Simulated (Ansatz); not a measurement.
Computed with Ansatz, DFT PBE, scalar-relativistic, plane waves, PAW. Plane waves to 420 eV, a 6×6×6 mesh through Γ for the 12-atom cell and 0.02 eV Gaussian smearing; no spin polarisation.

Formation energies are uncorrected and count from the elements' standard states at the same level.

Task: Find a candidate trigonal semiconductor that holds Hf and 2 more elements, with a gap near 0.7 eV, a formation energy near −0.63 eV/atom and about 24 Å³ per atom, in a cell of 12 atoms.

Result: HfSn3S8, space group R-3m (No. 166). Hf has 6 S at 2.58 Å; Sn has 6 S at 2.60–2.61 Å; S on a site of symmetry 3m has 3 Sn at 2.60 Å; around S on a site of symmetry m lie 1 Hf at 2.58 Å and 2 Sn at 2.61 Å.

```yaml
crystal:
  lattice:
    - [3.73506, 2.15644, 6.04792]
    - [-3.73506, 2.15644, 6.04792]
    - [0.00000, -4.31288, 6.04792]
  atoms:
    - { symbol: Hf, position: [0.50000, 0.50000, 0.50000] }
    - { symbol: Sn, position: [0.50000, 0.00000, 0.50000] }
    - { symbol: Sn, position: [0.50000, 0.50000, 0.00000] }
    - { symbol: Sn, position: [0.00000, 0.50000, 0.50000] }
    - { symbol: S, position: [0.74647, 0.74647, 0.74647] }
    - { symbol: S, position: [0.74507, 0.26010, 0.74507] }
    - { symbol: S, position: [0.74507, 0.74507, 0.26010] }
    - { symbol: S, position: [0.26010, 0.74507, 0.74507] }
    - { symbol: S, position: [0.25353, 0.25353, 0.25353] }
    - { symbol: S, position: [0.25493, 0.73990, 0.25493] }
    - { symbol: S, position: [0.25493, 0.25493, 0.73990] }
    - { symbol: S, position: [0.73990, 0.25493, 0.25493] }
```

* Volume per atom: 24.36 Å³
* Density: 4.49 g/cm³
* Formation energy: −0.626 eV/atom
* Gap on the 6×6×6 mesh of the 12-atom cell: 0.72 eV

The cell was found from a structure generator's guess, not taken from experiment. Other answers may fit too; this one was computed.

These runs have no spin–orbit coupling, which can matter for Hf. Kohn–Sham gaps at this level usually fall short of measured ones. The reference form of S is held partly by dispersion forces, which this level lacks. A later test with randomly moved atoms came back to the same energy, though modes that don't fit the test's cell weren't probed.
